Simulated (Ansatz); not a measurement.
## Stiffness of TiTc from strained cells

```xyz
2
Lattice="3.1100 0.0000 0.0000 0.0000 3.1100 0.0000 0.0000 0.0000 3.1100" Properties=species:S:1:pos:R:3 pbc="T T T"
Ti    1.5550    1.5550    1.5550
Tc    0.0000    0.0000    0.0000
```

Atoms are numbered in the order listed.

Conventional cell: a = 3.110 Å, b = 3.110 Å, c = 3.110 Å, α = 90.00°, β = 90.00°, γ = 90.00°. Ti (atom 1) is surrounded by 8 Tc at 2.69 Å. Tc (atom 2) is surrounded by 8 Ti at 2.69 Å.

The geometry is COD entry 1527274, unchecked; take it as a test cell.

Spin polarisation is left out, and whether a magnetic state lies lower isn't shown here.

These are results of DFT, PBEsol, all-electron LAPW, scalar-relativistic (Ansatz 0.2.0), not measurements.

Settings: a Γ-centred 12×12×12 k mesh, Fermi–Dirac smearing of 0.08 eV, basis error target 0.25 meV/atom, no spin polarisation.

The unstrained cell is at -8.12 GPa. Large strains and very small stresses are left out. Each strain is applied once, with fractional coordinates held (clamped ions), and σ below is the change of stress, positive in tension. One finite strain gives stress–strain coefficients at this pressure with an error of the order of the strain times third-order constants, a few per cent for each per cent of strain. In a metal the k mesh adds noise of tens of per cent to soft shears.

(1) Estimate the stiffness probed by this change, and the stress that it gives: equal xy, yz and zx engineering shear strains of -1 %.

(2) With equal xy, yz and zx engineering shear strains of +1 %, the run gives σxy = 0.51 GPa and γxy = 2εxy = 0.0100. Which stiffness follows?

(3) The two estimates of C44 (clamped ions) differ. Why, and which value is best?

Results:

(1) σxy = -0.58 GPa and γxy = 2εxy = -0.0100, so C44 (clamped ions) = σxy/γxy = 58 GPa.

(2) C44 (clamped ions) = σxy/γxy = 51 GPa.

(3) Finite strains add third-order terms, and in a metal the k mesh adds noise; two strains on one mesh can't tell these apart, so neither value is shown to be the better.
